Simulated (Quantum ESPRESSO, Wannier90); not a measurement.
**InP (wurtzite): Wannier90 run**

```xyz
4
Lattice="4.1681 0.0000 0.0000 -2.0841 3.6097 0.0000 0.0000 0.0000 6.8400" Properties=species:S:1:pos:R:3 pbc="T T T"
In    -2.0841     1.2032    -3.4186
In     2.0841    -1.2032     0.0014
P     -2.0841     1.2032    -0.8564
P      2.0841    -1.2032     2.5636
```

Structure: Materials Project mp-966800, symmetrised, not relaxed again. Not found in the COD (Crystallography Open Database) copy used, which has the formula in other groups; not checked further. Method: PBEsol plane waves in Quantum ESPRESSO 7.5 (PseudoDojo norm-conserving files, 56 Ry, no spin polarisation, no spin-orbit coupling), Bloch states on a 12×12×6 mesh through Γ, Wannier90 4.0.1. Density: 12×12×6 mesh, Gaussian smearing 0.01 Ry. Spin-orbit coupling is left out although heavy elements are present.

A tight-binding model is made by disentanglement and projection with no localisation steps (num_iter = 0), so the 16 orbitals stay atom-like: hydrogen-like In: s;p; P: s;p, axes along x, y, z; frozen window up to 2.05 eV relative to the valence-band maximum. It follows pw.x to 0.9 meV rms for states up to 1.6 eV relative to the valence-band maximum. Matrix elements depend on this choice of orbitals and windows.

Task: Which pairs of orbitals on different sites are coupled most strongly? Give distance, modulus and how many such pairs a cell has.

Result: 
```csv
orbital,orbital,distance of the centres (Å),modulus (eV),pairs
In pz,P pz,2.99,2.43,2
In s,P pz,2.71,2.14,2
In py,P py,2.89,2.05,2
In s,P py,2.70,2.02,2
In pz,P s,2.84,2.01,2
In py,P s,2.74,1.91,2
In s,P px,2.64,1.75,4
In px,P s,2.67,1.66,4
In px,P py,2.63,1.33,4
In py,P px,2.60,1.33,4
In s,P s,2.55,1.33,8
In px,P px,2.76,1.28,4
In px,P px,2.39,1.13,2
In py,P py,2.39,1.13,2
In pz,P py,2.62,1.12,2
In py,P pz,2.70,1.09,2
In px,P px,2.35,1.03,2
In s,P py,2.52,1.01,4
In pz,P px,2.56,0.97,4
In py,P s,2.52,0.96,4
In px,P pz,2.62,0.94,4
In s,P pz,2.51,0.72,6
In pz,P s,2.47,0.69,6
In pz,P pz,2.44,0.66,6
In pz,P py,2.43,0.56,4
In pz,P pz,3.85,0.55,2
In py,P pz,2.47,0.54,4
In px,In py,3.89,0.52,4
In px,In px,4.17,0.43,2
In py,In pz,3.98,0.40,2
```
